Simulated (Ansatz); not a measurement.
ScF3: computed property card

ScF3:
```
CELL_PARAMETERS angstrom
      2.85353     1.64749     2.32989
     -2.85353     1.64749     2.32989
      0.00000    -3.29498     2.32989
ATOMIC_POSITIONS crystal
  Sc 0.00000 0.00000 0.00000
  F  0.50000 0.00040 0.99960
  F  0.99960 0.50000 0.00040
  F  0.00040 0.99960 0.50000
```

Space group Pm-3m (No. 221), ReO3 type; conventional cell a = b = c = 4.0355 Å, α = β = γ = 90.00°.

Method: plane-wave PAW HSE06 (Ansatz code). The cell and atoms are relaxed at this level. Other levels are named where they apply.

**Cell and energy**

```
Property             Result
---------------  ----------
Volume per atom    16.43 Å³
Density          2.58 g/cm³
```

**Electronic structure**

```
Item                                                   Value
----------------------------------------  ------------------
Band gap                                  8.78 eV (indirect)
Valence-band maximum                                    at T
Conduction-band minimum                                 at Γ
Smallest direct gap on the standard path             9.29 eV
```

**Mechanics**

```
Item                                  Result
----------------------------------  --------
Bulk modulus (Birch–Murnaghan fit)  97.1 GPa
Pressure derivative B′                   4.3
```

**Charges**

```
Quantity                     Value
-------------  -------------------
Bader charges  Sc +2.34, F -0.78 e
```

The workflow started from a Materials Project entry (that database holds measured and hypothetical structures alike); the Crystallography Open Database files this formula in space group No. 221, but the cells were not matched. Whether it is the stable phase at ambient conditions was not checked. The HSE06 relaxation kept the symmetry of its start; whether a distortion lowers the energy is not shown. The run is not spin-polarised. The hybrid was solved on a coarse mesh, the path and, where they were found, the r²SCAN edge points; its band edges are the extreme levels among these. Point labels and valley counts follow the cell and symmetry of the run, lower than the named group.

Potentials: the earlier of the program's two PAW sets. The files were generated under PBE; for other functionals the program regenerates the frozen cores, and for LDA and PBEsol the local potential too.
